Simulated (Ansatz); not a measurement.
NbAs:
```cif
data_As2Nb2
_chemical_formula_sum 'Nb2 As2'
_space_group_name_H-M_alt 'P 1'
_space_group_IT_number 1
_cell_length_a 6.28666
_cell_length_b 6.28666
_cell_length_c 6.28666
_cell_angle_alpha 148.255
_cell_angle_beta 148.255
_cell_angle_gamma 45.509
loop_
_space_group_symop_operation_xyz
  'x, y, z'
loop_
_atom_site_label
_atom_site_type_symbol
_atom_site_fract_x
_atom_site_fract_y
_atom_site_fract_z
_atom_site_occupancy
Nb1 Nb 0.99925 0.99925 0.00000 1
Nb2 Nb 0.74925 0.24925 0.50000 1
As1 As 0.41775 0.41775 0.00000 1
As2 As 0.16775 0.66775 0.50000 1
```

Relaxed with PBEsol.

### Question
Which orbitals make up the states near the Fermi level in PBEsol (plane waves, PAW; program Ansatz)?

### Answer
Within 0.5 eV of the Fermi level: Nb 4d 85 %, As 4p 12 %. Projections are on Löwdin-orthogonalised atomic valence shells; empty p or d shells of many metals are not among them.

### Question
Tabulate the density of states.

### Answer
States/eV per cell of 4 atoms, in 0.25 eV bins, energy from the Fermi level.

| E (eV) | total | Nb 4d | As 4p | As 4s |
|---|---|---|---|---|
| -7.85 | 0.00 | 0.00 | 0.00 | 0.00 |
| -7.60 | 0.00 | 0.00 | 0.00 | 0.00 |
| -7.35 | 0.00 | 0.00 | 0.00 | 0.00 |
| -7.10 | 0.00 | 0.00 | 0.00 | 0.00 |
| -6.85 | 0.00 | 0.00 | 0.00 | 0.00 |
| -6.60 | 0.00 | 0.00 | 0.00 | 0.00 |
| -6.35 | 0.28 | 0.06 | 0.16 | 0.01 |
| -6.10 | 1.05 | 0.24 | 0.59 | 0.03 |
| -5.85 | 1.57 | 0.44 | 0.87 | 0.04 |
| -5.60 | 1.86 | 0.57 | 1.03 | 0.04 |
| -5.35 | 3.78 | 1.30 | 2.09 | 0.05 |
| -5.10 | 3.13 | 1.13 | 1.70 | 0.05 |
| -4.85 | 1.32 | 0.47 | 0.69 | 0.04 |
| -4.60 | 1.52 | 0.49 | 0.87 | 0.05 |
| -4.35 | 1.85 | 0.63 | 1.06 | 0.05 |
| -4.10 | 2.60 | 0.93 | 1.45 | 0.06 |
| -3.85 | 2.67 | 0.97 | 1.48 | 0.06 |
| -3.60 | 2.88 | 1.13 | 1.54 | 0.06 |
| -3.35 | 2.95 | 1.30 | 1.49 | 0.04 |
| -3.10 | 2.99 | 1.36 | 1.49 | 0.03 |
| -2.85 | 4.06 | 1.76 | 2.12 | 0.02 |
| -2.60 | 4.01 | 1.86 | 1.98 | 0.02 |
| -2.35 | 4.31 | 2.20 | 1.95 | 0.03 |
| -2.10 | 2.56 | 1.47 | 1.01 | 0.01 |
| -1.85 | 1.80 | 1.11 | 0.63 | 0.01 |
| -1.60 | 1.20 | 0.83 | 0.32 | 0.01 |
| -1.35 | 2.97 | 2.32 | 0.47 | 0.02 |
| -1.10 | 3.53 | 2.90 | 0.36 | 0.03 |
| -0.85 | 3.85 | 3.14 | 0.41 | 0.03 |
| -0.60 | 3.77 | 3.03 | 0.49 | 0.03 |
| -0.35 | 1.14 | 0.93 | 0.17 | 0.01 |
| -0.10 | 0.34 | 0.28 | 0.05 | 0.00 |
| 0.15 | 1.00 | 0.90 | 0.08 | 0.01 |
| 0.40 | 1.75 | 1.51 | 0.19 | 0.01 |
| 0.65 | 1.84 | 1.57 | 0.20 | 0.01 |
| 0.90 | 2.08 | 1.81 | 0.19 | 0.02 |
| 1.15 | 2.70 | 2.37 | 0.22 | 0.03 |
| 1.40 | 2.86 | 2.42 | 0.28 | 0.05 |
| 1.65 | 2.70 | 2.25 | 0.27 | 0.07 |
| 1.90 | 2.99 | 2.36 | 0.39 | 0.12 |
| 2.15 | 3.71 | 2.95 | 0.45 | 0.14 |
| 2.40 | 3.80 | 2.93 | 0.46 | 0.20 |
| 2.65 | 4.44 | 3.08 | 0.78 | 0.30 |
| 2.90 | 4.01 | 2.74 | 0.70 | 0.33 |
| 3.15 | 3.07 | 1.85 | 0.74 | 0.28 |
| 3.40 | 3.43 | 1.95 | 0.77 | 0.43 |
| 3.65 | 3.87 | 2.13 | 0.97 | 0.43 |

Space group I4_1md. Symmetry was held in the PBEsol relaxation; of distortions, only those at the zone centre were tested. No spin polarisation was allowed. A small band overlap can be real or an error of a semilocal functional. Scalar-relativistic: spin–orbit coupling is off unless named, which matters more the heavier the elements.

Potentials: the earlier of the program's two PAW sets.
